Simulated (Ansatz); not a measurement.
Input file for Ansatz (a quantum-chemistry and plane-wave program):

Ansatz 0.2 input:
```yaml
crystal:
  lattice:
    - [4.0620967381, 0.0, 0.0]
    - [0.0, 4.0620967381, 0.0]
    - [0.0, 0.0, 4.0620967381]
  atoms:
    - { symbol: Ga, position: [0.0, 0.0, 0.0] }
    - { symbol: Mo, position: [0.0, 0.5, 0.5] }
    - { symbol: Mo, position: [0.5, 0.0, 0.5] }
    - { symbol: Mo, position: [0.5, 0.5, 0.0] }
    - { symbol: N, position: [0.5, 0.5, 0.5] }
kpoints:
  mp_grid: { grid: [15, 15, 15] }
hamiltonian:
  xc: pbesol
  pseudopotentials: { kind: paw }
scf:
  occupations: { method: fermi_dirac, width: 0.1 }
elastic: { mode: relaxed_ion, stencil: two_point, amplitude: 0.005, f_tol: 0.0005 }
```

Output (shortened):

```
Pseudopotential: Ga, paw, valence charge 13
Pseudopotential: Mo, paw, valence charge 14
Pseudopotential: N, paw, valence charge 5
Functional definition: PBEsol
Crystal: 5 atoms, lattice volume = 67.027 Å³
Basis set: ecut = 420 eV, 1357 PW (Γ), exchange–correlation on 60×60×60 points (8 copies of the dense FFT grid, shifted against one another)
Bands: 36, of which v1, the nominal top of the filled ones, is band 30 counted from 1 (29 counted from 0)
Symmetry: 48 space group operations
Space group: Pm-3m (ITA 221), of the structure as read, at distance tolerance 4.1e-5 Å
k-points: 120 of 3375
SCF 1 converged in 12 iterations: F = -18815.426400 eV  dr2 = 6.55e-15
Crystal: 5 atoms, lattice volume = 66.692 Å³
Basis set: ecut = 420 eV, 1325 PW (Γ), exchange–correlation on 60×60×60 points (8 copies of the dense FFT grid, shifted against one another)
Symmetry: 16 space group operations
k-points: 288 of 3375
SCF 2 converged in 10 iterations: F = -18815.423151 eV  dr2 = 3.72e-14
Crystal: 5 atoms, lattice volume = 67.362 Å³
SCF 3 converged in 8 iterations: F = -18815.424016 eV  dr2 = 6.09e-14
Crystal: 5 atoms, lattice volume = 67.027 Å³
Basis set: ecut = 420 eV, 1349 PW (Γ), exchange–correlation on 60×60×60 points (8 copies of the dense FFT grid, shifted against one another)
Symmetry: 8 space group operations
k-points: 512 of 3375
SCF 4 converged in 9 iterations: F = -18815.425945 eV  dr2 = 7.80e-15
Crystal: 5 atoms, lattice volume = 67.027 Å³
SCF 5 converged in 8 iterations: F = -18815.425945 eV  dr2 = 3.73e-14
SCF converged after 12 iterations
Free energy (F): -18815.426400 eV
Harris-Foulkes:  -18815.426400 eV  (|F-HF|=7.28e-12)
Internal energy: -18815.333377 eV  (E = F + TS)
E sigma→0 (E₀):  -18815.379888 eV
Entropy (-TS):   -0.093023 eV (-18.605 meV/atom)
Fermi energy:    18.760596 eV
--- Per-component energies (eV) ---
  E_band       = -148.108506
  E_kinetic    = 1579.570422
  E_local      = -4236.664630  (includes V_loc(G=0)·N_el)
  E_nonlocal   = 906.846493
  E_hartree    = 1646.079735
  E_xc         = -677.473955
  E_vxc        = -822.643422  (∫ρ·V_xc dr)
  E_paw        = -11504.710909  (= ΣΔE_a)
  E_vpaw       = -867.377044  (= ΣTr[D̂ρ^β])
  E_aug_tail   = 0.000204  (compensation charges beyond the density's cutoff)
  E_ewald      = -6530.499712
  E_core_change = 1.518975  (= ΣΔE_core)
  E_smearing   = -0.093023  (= −TS)
  E_closure    = 0.000000  (closes the sum)
  Σ components = -18815.426400   (vs F -18815.426400, Δ=0.00e0)
--- Forces (eV/Å), atoms counted from 1 ---
  atom   1  Ga     0.00000000     0.00000000     0.00000000
  atom   2  Mo     0.00000000     0.00000000     0.00000000
  atom   3  Mo     0.00000000     0.00000000     0.00000000
  atom   4  Mo     0.00000000     0.00000000     0.00000000
  atom   5  N      0.00000000     0.00000000     0.00000000
  max |Σ_I F_I| component: 0.0 eV/Å
--- Stress (GPa, compression-positive) ---
        0.187518       0.000000       0.000000
        0.000000       0.187518       0.000000
        0.000000       0.000000       0.187518
  P = ⅓ Tr σ = 0.1875 GPa (1.875 kbar)
--- Band table (eV; the first three rows and the last of 120) ---
  k-point 0: bands = ["-42.4397", "-42.2323", "-42.2323", "-17.0235", "-17.0235", "-17.0235", "-16.3097", "-16.3097", "-16.3097", "-16.1506", "-16.1506", "-16.1506", "0.8239", "4.1189", "4.1189", "4.1211", "4.1211", "4.1211", "9.6772", "14.4550", "14.4550", …
  k-point 1: bands = ["-42.4377", "-42.2344", "-42.2323", "-17.0189", "-17.0189", "-17.0169", "-16.3114", "-16.3114", "-16.3104", "-16.1610", "-16.1539", "-16.1539", "0.8616", "4.1198", "4.1205", "4.1213", "4.1221", "4.1221", "9.7204", "14.2535", "14.2680", …
  k-point 2: bands = ["-42.4318", "-42.2403", "-42.2323", "-17.0057", "-17.0057", "-16.9976", "-16.3166", "-16.3166", "-16.3124", "-16.1914", "-16.1632", "-16.1632", "0.9702", "4.1218", "4.1222", "4.1249", "4.1249", "4.1251", "9.8479", "13.7448", "14.0435", …
  k-point 119: bands = ["-42.3017", "-42.2994", "-42.2994", "-17.6657", "-16.7295", "-16.7283", "-16.7283", "-16.2989", "-16.2989", "-16.0529", "-16.0529", "-16.0517", "3.9010", "4.1142", "4.1142", "4.1154", "4.1689", "4.1689", "9.9429", "9.9429", "9.9563", …
--- Elastic constants: 2 strain directions × 2 members + reference (group order 48) ---
  dense FFT box of the reference and of every strained cell: 30×30×30
  strains applied: 11, 23; error gains: componentwise 1.00 (the most a stress slope's error grows in a printed constant), spectral 1.73 (1 for all six strains …
  C = ∂σ_k/∂η_j (tension-positive GPa; Voigt order 11 22 33 23 13 12):
       540.007    127.585    127.585      0.000      0.000      0.000
       127.585    540.007    127.585      0.000      0.000      0.000
       127.585    127.585    540.007      0.000      0.000      0.000
         0.000      0.000      0.000     87.125      0.000      0.000
         0.000      0.000      0.000      0.000     87.125      0.000
         0.000      0.000      0.000      0.000      0.000     87.125
  reference stress σ⁰ (GPa):     -0.188     -0.188     -0.188      0.000      0.000      0.000
  moduli (Voigt/Reuss/Hill, GPa): K = 265.06/265.06/265.06   G = 134.76/113.30/124.03   E = 321.88   ν = 0.298
  mechanically stable: yes (min eigenvalue of sym C = 87.12 GPa)
  strain η (Voigt 11):  stress-route row diagonal C_11 = 540.01 GPa, energy-path curvature d²(F+E_count+ΔE)/dδ²/Ω₀ = 540.00 GPa
         δ    σ_11 (GPa)             F (eV)   n_scf  n_hpsi   n_pw
    -5.000e-3      -2.9485      -18815.4231511      10  202245   1329   relax 0 steps, max|allowed force component| 0.0 eV/Å
     5.000e-3       2.4516      -18815.4240156       8  178390   1357   relax 0 steps, max|allowed force component| 0.0 eV/Å
  strain η (Voigt 23):  stress-route row diagonal C_44 = 87.12 GPa, energy-path curvature d²(F+E_count+ΔE)/dδ²/Ω₀ = 87.25 GPa
         δ    σ_23 (GPa)             F (eV)   n_scf  n_hpsi   n_pw
    -5.000e-3      -0.4356      -18815.4259452       9  330016   1349   relax 0 steps, max|allowed force component| 0.0 eV/Å
     5.000e-3       0.4356      -18815.4259452       8  314914   1349   relax 0 steps, max|allowed force component| 0.0 eV/Å
```

Cost: around 6 core-minutes (rough) on shared cores.

The start of the workflow was typed in or built on a structure type; neither database checked (COD, Materials Project) lists it. Whether it is the stable phase at ambient conditions was not checked. The PBEsol relaxation kept the symmetry of its start; phonons show weakly imaginary modes. No spin polarisation was allowed. As this level gives no gap, shear constants depend on the k-mesh and smearing (Fermi–Dirac, 0.1 eV here). Scalar-relativistic: spin–orbit coupling is off unless named, which matters more the heavier the elements.

Potentials: the later of the program's two PAW sets.

Ansatz is a plane-wave DFT program.
